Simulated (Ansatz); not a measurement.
The start is a generated cell, Si2Mo placed in the CrSi2 structure type. The structure is fully relaxed (lattice and positions, P = 0) with r2SCAN (plane waves to 500 eV, PAW, scalar-relativistic; Ansatz, an electronic-structure program). The first steps use a coarse 6×6×4 k-mesh.

Initial structure:
```
CELL_PARAMETERS angstrom
      4.63379     0.00000     0.00000
     -2.31689     4.01298     0.00000
      0.00000     0.00000     6.66463
ATOMIC_POSITIONS crystal
  Mo 0.50000 0.00000 0.00000
  Mo 0.50000 0.50000 0.33333
  Mo 0.00000 0.50000 0.66667
  Si 0.16559 0.33118 0.00000
  Si 0.83441 0.16559 0.33333
  Si 0.66882 0.83441 0.66667
  Si 0.83441 0.66882 0.00000
  Si 0.16559 0.83441 0.33333
  Si 0.33118 0.16559 0.66667
```

Problem. How large is the pressure on the unrelaxed cell, and of which sign?

Solution. -7.1 GPa (negative: the cell is under tension).

Problem. What is the largest force in the starting geometry, and on which atom (counted from 1)?

Solution. 0.19 eV/Å, on Si4, Si5, Si6, Si7, Si8, Si9 (atoms numbered as listed).

Problem. By how much does the energy per atom fall from start to end?

Solution. 0.01 eV/atom.

Problem. How does the volume per atom move from start to end?

Solution. -3.4 %, from 13.77 to 13.30 Å³/atom.

Problem. How do the shortest distances between atoms change?

Solution. The closest pairs of elements (up to four, under 3.6 Å), start → end: Si–Si 2.59 → 2.55 Å; Mo–Si 2.60 → 2.57 Å; Mo–Mo 3.21 → 3.17 Å.

Problem. Write out the relaxed structure.

Solution. 
```cif
data_Mo3Si6
_chemical_formula_sum 'Mo3 Si6'
_space_group_name_H-M_alt 'P6222'
_space_group_IT_number 180
_space_group_name_Hall 'P 62 2 (0 0 4)'
_cell_length_a 4.58465
_cell_length_b 4.58465
_cell_length_c 6.57782
_cell_angle_alpha 90.000
_cell_angle_beta 90.000
_cell_angle_gamma 120.000
loop_
_atom_site_label
_atom_site_type_symbol
_atom_site_symmetry_multiplicity
_atom_site_Wyckoff_symbol
_atom_site_fract_x
_atom_site_fract_y
_atom_site_fract_z
_atom_site_occupancy
Mo1 Mo 3 c 0.50000 0.00000 0.00000 1
Si1 Si 6 i 0.16387 0.32774 0.00000 1
```

The space group stays P6₂22 (No. 180) (the run could not lower it); the end is AFLOW prototype AB2_hP9_180_d_j (C40, as in CrSi2), with 9 atoms in the primitive cell. Final values are on a 8×8×5 k-mesh of the relaxed cell. No spin polarisation in the result.

The run could not lose the symmetry of its start; a randomly shaken copy of 9 atoms returns to this structure.

The first start was generated by placing the elements on the sites of a structure type. Materials Project lists a structure of Si2Mo in the same space group, P6₂22 (No. 180); the sites were not compared with it, nor with measured phases. Known forms of Si2Mo include space group No. 139.
